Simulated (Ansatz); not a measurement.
Re (dhcp (α-La type), P6_3/mmc) under volume change, the program Ansatz at the PBE level (PAW), shape and atoms relaxed at each volume.

| V (Å³/atom) | E − E(relaxed) (meV/atom) | P (GPa) |
|---|---|---|
| 13.596 | 163.3 | 42.35 |
| 14.044 | [?] | [?] |
| 14.492 | 16.2 | 11.89 |
| 14.940 | 0.0 | 0.00 |
| 15.388 | 14.5 | -10.08 |
| 15.837 | 55.0 | -18.62 |
| 16.285 | [?] | [?] |

### Question
Fill in the missing entries.

### Answer

- 16.285, E − E(relaxed) (meV/atom): 117.4
- 16.285, P (GPa): -25.84
- 14.044, E − E(relaxed) (meV/atom): 68.5
- 14.044, P (GPa): 25.89

### Question
What does a third-order Birch–Murnaghan fit give for V₀, B₀ and B′?

### Answer
V₀ = 14.94 Å³/atom, B₀ = 364 GPa, B′ = 4.5.

The first step of the workflow began from a Materials Project structure, measured or hypothetical. Its sites differ from those of the usual phase in this space group: another stacking or structure type. The cell was relaxed with PBE under the symmetry of its start; whether a distortion lowers the energy is not shown. No spin polarisation was allowed. Spin–orbit coupling is left out wherever it is not named.

Potentials: the earlier of the program's two PAW sets.
